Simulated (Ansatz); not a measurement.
## A trial form of Si6Mo

These are results of DFT PBE, scalar-relativistic, plane waves, PAW (Ansatz), not measurements. Cutoff 420 eV, Gaussian smearing, Γ-centred meshes. Cell and atoms relax first on a coarse mesh and then on a finer one. In between, the cell is made exact in the group found at 0.06 Å. In metals the finer mesh still leaves noise of several meV/atom or more. The steps can't lower the symmetry of their start. No spin polarisation.

The guess for Si6Mo was made by a generator: random cell by space group and Wyckoff sites (Fm-3m, No. 225). The dimensions are guesses.

```
CELL_PARAMETERS angstrom
0.00000 3.92265 3.92265
3.92265 0.00000 3.92265
3.92265 3.92265 0.00000
ATOMIC_POSITIONS crystal
Si 0.73684 0.26316 0.26316
Si 0.26316 0.73684 0.73684
Si 0.26316 0.73684 0.26316
Si 0.73684 0.26316 0.73684
Si 0.26316 0.26316 0.73684
Si 0.73684 0.73684 0.26316
Mo 0.50000 0.50000 0.50000
```

Formation energies are uncorrected and refer to the elements' standard structures at the same level.

Q: Which structure results?

A: The symmetry stays Fm-3m (No. 225). The volume per atom grows by 21.2 %, from 17.2 to 20.9 Å³. The shortest distance goes from 1.86 Å (Si–Mo) to 2.44 Å (Si–Mo). The energy falls by about 3.2 eV/atom (the start's value is from the coarse mesh). Conventional cell: a = 8.363 Å. Around Si lie 1 Mo at 2.44 Å and 4 Si at 2.46 Å; Mo is surrounded by 6 Si at 2.44 Å.

```cif
data_structure
_symmetry_space_group_name_H-M 'P 1'
_symmetry_Int_Tables_number 1
_cell_length_a 5.9139
_cell_length_b 5.9139
_cell_length_c 5.9139
_cell_angle_alpha 60.000
_cell_angle_beta 60.000
_cell_angle_gamma 60.000
_cell_volume 146.25
loop_
_atom_site_label
_atom_site_type_symbol
_atom_site_fract_x
_atom_site_fract_y
_atom_site_fract_z
_atom_site_occupancy
Si1 Si 0.79160 0.20840 0.20840 1
Si2 Si 0.20840 0.79160 0.79160 1
Si3 Si 0.20840 0.79160 0.20840 1
Si4 Si 0.79160 0.20840 0.79160 1
Si5 Si 0.20840 0.20840 0.79160 1
Si6 Si 0.79160 0.79160 0.20840 1
Mo1 Mo 0.50000 0.50000 0.50000 1
```

Q: How does it come out in energy, and is it a metal?

A: The formation energy is +0.28 eV/atom and the gap on the 8×8×8 mesh of the 7-atom cell is 0 eV (a metal).

A positive value: parting into the elements would lower its energy.

The last run used Gaussian smearing of 0.10 eV. Symmetry constrained the relaxation, so the result can be a saddle point.
